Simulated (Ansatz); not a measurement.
**Ansatz 0.2.0, single run: Rb$_{2}$NbBr$_{2}$**

Run with:

```bash
ansatz run input.yaml --threads 1 --pin off --max-ram 2560MiB --backend cpu --events-out ev --progress --plain --runs-dir out
```

The input file (Ansatz 0.2.0, plane waves):

```yaml
crystal:
  lattice:
    - [0.0, 0.0, 6.846282]
    - [7.656505, 0.0, 0.0]
    - [3.828253, 7.139441, -3.423141]
  atoms:
    - { symbol: Rb, position: [0.14753, 0.19177, 0.29506] }
    - { symbol: Rb, position: [0.85247, 0.80823, 0.70494] }
    - { symbol: Rb, position: [0.35247, 0.48683, 0.70494] }
    - { symbol: Rb, position: [0.64753, 0.51317, 0.29506] }
    - { symbol: Br, position: [0.89752, 0.29268, 0.79504] }
    - { symbol: Br, position: [0.10248, 0.70732, 0.20496] }
    - { symbol: Br, position: [0.60248, 0.08772, 0.20496] }
    - { symbol: Br, position: [0.39752, 0.91228, 0.79504] }
    - { symbol: Nb, position: [0.25, 0.0, 0.0] }
    - { symbol: Nb, position: [0.75, 0.0, 0.0] }
  symmetry: { tolerance: 0.0003 }
kpoints:
  mp_grid: { grid: [3, 3, 3], shift: [0, 0, 0] }
magnetization:
  spin_polarized: false
scf:
  occupations: { method: fermi_dirac, width: 0.0111 }
hamiltonian:
  pseudopotentials: { kind: paw }
  xc: pbe
basis:
  ecutwfc: 420
  ecutrho_ratio: 9
output:
  forces: true
  stress: true
  eigenvalues: true
```

Origin of the cell: a known structure type with other elements, at an estimated volume, so it need not be a known compound.

Output (shortened):

```
Pseudopotentials: kind: paw
Pseudopotential: Rb, paw, valence charge 9, recommended cutoff 420 eV (normal), Rb.paw.azcp
Pseudopotential: Br, paw, valence charge 7, recommended cutoff 420 eV (normal), Br.paw.azcp
Pseudopotential: Nb, paw, valence charge 13, recommended cutoff 420 eV (normal), Nb.paw.azcp
Functional definition: PBE
  exchange = pbe_x(kappa = kappa, mu = beta*pi^2/3)
  correlation = pbe_c(beta = beta)
Crystal: 10 atoms, lattice volume = 374.239 Å³
Basis set: ecut = 420 eV, 7325 PW (Γ), exchange–correlation on 144×160×180 points (8 copies of the dense FFT grid, shifted against one another)
Bands: 55, of which v1, the nominal top of the filled ones, is band 45 counted from 1 (44 counted from 0)
Symmetry: 8 space group operations
Space group: Ibam (ITA 72), of the structure as read, at distance tolerance 2.2e-3 Å
[… 7 lines left out …]
Initial density: superposition of atomic densities (neutral atoms: chi_scale 0, normalization atom), corrected by the library's trained network
Functional: x = pbe(κ = 0.804, μ = 0.219515), c = pbe(β = 0.066725)
SCF iter   1: F=—  HF=-33309.028276 eV  Δρ=6.18e-3  dr2=5.16e-1
SCF iter   2: F=—  HF=-33308.974635 eV  Δρ=3.38e-3  dr2=8.47e-2  defer=21
SCF iter   3: F=—  HF=-33308.976529 eV  Δρ=2.00e-3  dr2=3.26e-2  defer=7
SCF iter   4: F=—  HF=-33308.971977 eV  Δρ=8.07e-4  dr2=3.27e-3  defer=7
SCF iter   5: F=—  HF=-33308.971807 eV  Δρ=2.56e-4  dr2=2.88e-4  defer=7
SCF iter   6: F=—  HF=-33308.971795 eV  Δρ=6.45e-5  dr2=2.35e-5  defer=7
SCF iter   7: F=—  HF=-33308.972024 eV  Δρ=1.55e-5  dr2=1.12e-6  defer=7
SCF iter   8: F=—  HF=-33308.972025 eV  Δρ=5.13e-6  dr2=1.49e-7  defer=7
SCF iter   9: F=-33308.972025 eV  HF=-33308.972025 eV  Δρ=1.43e-6  dr2=9.72e-9
SCF 1 converged in 9 iterations: F = -33308.972025 eV  dr2 = 9.72e-9
SCF converged after 9 iterations
Free energy (F): -33308.972025 eV
Harris-Foulkes:  -33308.972025 eV  (|F-HF|=2.92e-9)
Internal energy: -33308.970063 eV  (E = F + TS)
E sigma→0 (E₀):  -33308.971044 eV
Entropy (-TS):   -0.001962 eV (-0.196 meV/atom)
Fermi energy:    6.779697 eV
--- Per-component energies (eV) ---
  E_band       = -818.500717
  E_kinetic    = 2088.066219
  E_local      = -6660.927348  (includes V_loc(G=0)·N_el)
  E_nonlocal   = 1221.131972
  E_hartree    = 2162.275513
  E_xc         = -1925.069231
  E_vxc        = -1380.119709  (∫ρ·V_xc dr)
  E_paw        = -25607.971170  (= ΣΔE_a)
  E_vpaw       = -411.201416  (= ΣTr[D̂ρ^β])
  E_aug_tail   = 0.000001  (compensation charges beyond the density's cutoff)
  E_ewald      = -4586.476019
  E_smearing   = -0.001962  (= −TS)
  Σ components = -33308.972025   (vs F -33308.972025, Δ=0.00e0)
--- Forces (eV/Å), atoms counted from 1 ---
  atom   1  Rb     0.027725     0.018304     0.000000
  atom   2  Rb    -0.027725    -0.018304    -0.000000
  atom   3  Rb     0.027725    -0.018304    -0.000000
  atom   4  Rb    -0.027725     0.018304     0.000000
  atom   5  Br     0.007448     0.071428     0.000000
  atom   6  Br    -0.007448    -0.071428    -0.000000
  atom   7  Br     0.007448    -0.071428     0.000000
  atom   8  Br    -0.007448     0.071428     0.000000
  atom   9  Nb     0.000000    -0.000000    -0.000000
  atom  10  Nb     0.000000     0.000000     0.000000
  max |Σ_I F_I| component: 1.39e-17 eV/Å
--- Stress (GPa, compression-positive) ---
        1.098892      -0.000000      -0.000000
       -0.000000       0.375383      -0.000000
       -0.000000      -0.000000      -2.761218
  P = ⅓ Tr σ = -0.4290 GPa (-4.290 kbar)
```

Caveats: no moments, though an odd count or open d shells may carry them; the k mesh is coarse if the cell is a metal.

The run took 17 s on 1 thread of Intel(R) Xeon(R) Platinum 8375C CPU @ 2.90GHz (Ice Lake), on a shared host, peak memory 1 GiB, from the program's own first density.
